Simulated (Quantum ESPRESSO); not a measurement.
## Kohn-Sham bands of SiS$_{2}$ (I-42d)

```
CELL_PARAMETERS angstrom
      5.55923     0.00000     0.00000
      0.00000     5.55923     0.00000
     -2.77962    -2.77962     4.33698
ATOMIC_POSITIONS crystal
  Si 0.25000 0.75000 0.50000
  Si 0.00000 0.00000 0.00000
  S  0.12500 0.09201 0.75000
  S  0.34201 0.87500 0.25000
  S  0.62500 0.65799 0.75000
  S  0.90799 0.37500 0.25000
```

Cell from Materials Project (mp-7583), symmetrised, no further relaxation. COD (Crystallography Open Database) has the formula in 2 space groups, this one among them (matched by group alone). Method: PBEsol plane waves in Quantum ESPRESSO 7.5 (PseudoDojo norm-conserving files, 42 Ry, no spin polarisation, no spin-orbit coupling), Bloch states on a 8×8×8 mesh through Γ, Wannier90 4.0.1. Density: 8×8×8 mesh, cold smearing 0.01 Ry.

**Question.** List the Kohn-Sham levels between −8 and 6.1 eV relative to the valence-band maximum at the high-symmetry points, as a band run of pw.x on that density gives them (levels within 2 meV counted together).

**Answer.** 
```
point  k (reciprocal lattice)                                                                                                            levels (eV)
-----  ----------------------  ---------------------------------------------------------------------------------------------------------------------
Γ           0.000 0.000 0.000                     -4.90 (×2), -4.07, -4.05, -3.25, -1.72, -1.35 (×2), -0.51 (×2), -0.15, 3.07, 4.10, 4.33, 5.57 (×2)
X          0.500 -0.500 0.000                -6.88 (×2), -3.89 (×2), -3.08 (×2), -1.83 (×2), -0.75 (×2), -0.22 (×2), 3.73 (×2), 4.62 (×2), 5.23 (×2)
P          0.500 -0.500 0.250                -6.81 (×2), -4.27 (×2), -2.61 (×2), -1.91 (×2), -0.57 (×2), -0.49 (×2), 3.83 (×2), 4.44 (×2), 5.79 (×2)
N          0.000 -0.500 0.500       -7.59, -5.54, -4.71, -4.09, -2.68, -2.66, -2.32, -2.18, -1.03, -0.96, -0.31, -0.23, 3.68, 4.39, 4.50, 4.86, 6.04
M           0.000 0.000 0.500                -6.56 (×2), -4.05 (×2), -2.22 (×2), -1.93 (×2), -1.87 (×2), -0.17 (×2), 3.45 (×2), 3.56 (×2), 5.90 (×2)
S          0.000 -0.295 0.647  -6.95, -6.12, -4.35, -4.01, -2.90, -2.71, -1.95, -1.76, -1.63, -0.78, -0.51, 0.00, 3.25, 3.80, 3.96, 4.70, 5.49, 5.90
S_0        0.000 -0.705 0.353  -6.95, -6.12, -4.35, -4.01, -2.90, -2.71, -1.95, -1.76, -1.63, -0.78, -0.51, 0.00, 3.25, 3.80, 3.96, 4.70, 5.49, 5.90
R          0.295 -0.705 0.205                -6.67 (×2), -4.09 (×2), -2.92 (×2), -1.94 (×2), -0.90 (×2), -0.22 (×2), 3.68 (×2), 4.70 (×2), 5.12 (×2)
G          0.295 -0.295 0.500                -6.67 (×2), -4.09 (×2), -2.92 (×2), -1.94 (×2), -0.90 (×2), -0.22 (×2), 3.68 (×2), 4.70 (×2), 5.12 (×2)
```
